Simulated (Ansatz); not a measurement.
Starting cell, NiSi2 (fluorite type, space group Fm-3m):

```
NiSi2
1.0
    0.00000     2.69483     2.69483
    2.69483     0.00000     2.69483
    2.69483     2.69483     0.00000
Ni Si
1 2
Direct
  0.00000   0.00000   0.00000
  0.25000   0.25000   0.25000
  0.75000   0.75000   0.75000
```

Two-dimensional scan of atom 2 (Si, nearest neighbour Ni at 2.334 Å; its periodic images, 3.8 Å or more away, move with it): u runs along (1.000, 0.000, 0.000), v along (0.000, 1.000, 0.000) (Cartesian). Cell and other atoms are fixed.

Calculation: r2SCAN (plane waves to 500 eV, PAW, scalar-relativistic; Ansatz, a first-principles code). k mesh 12×12×12 (Γ-centred), Fermi-Dirac smearing 0.05 eV. E stands for the smeared free energy. With partly filled bands, energies and forces of such displacements shift with the k mesh and the smearing. On this mesh the relaxed cell isn't quite at rest: it carries a pressure of -0.3 GPa (compression positive) at the zero of the scan. NiSi2 is run without spin polarisation. NiSi2 was relaxed with its symmetry unable to fall. The PAW data are Ansatz's earlier set. ΔE is measured from the undisplaced structure. Axes are in Å.

Question: What ΔE (eV/cell) does the calculation give at all points of the grid u = -0.350, -0.175, 0.000, 0.175, 0.350 by v = -0.350, -0.175, 0.000, 0.175, 0.350?

Answer: ΔE (eV/cell), with u across and v down:

```tsv
v \ u	-0.350	-0.175	0.000	0.175	0.350
-0.350	1.148	0.689	0.540	0.689	1.148
-0.175	0.689	0.266	0.131	0.266	0.689
0.000	0.540	0.131	0.000	0.131	0.540
0.175	0.689	0.266	0.131	0.266	0.689
0.350	1.148	0.689	0.540	0.689	1.148
```

(For displaced atoms, the force is minus the slope of the energy, and its curvature is a force constant, which sets phonon frequencies.)
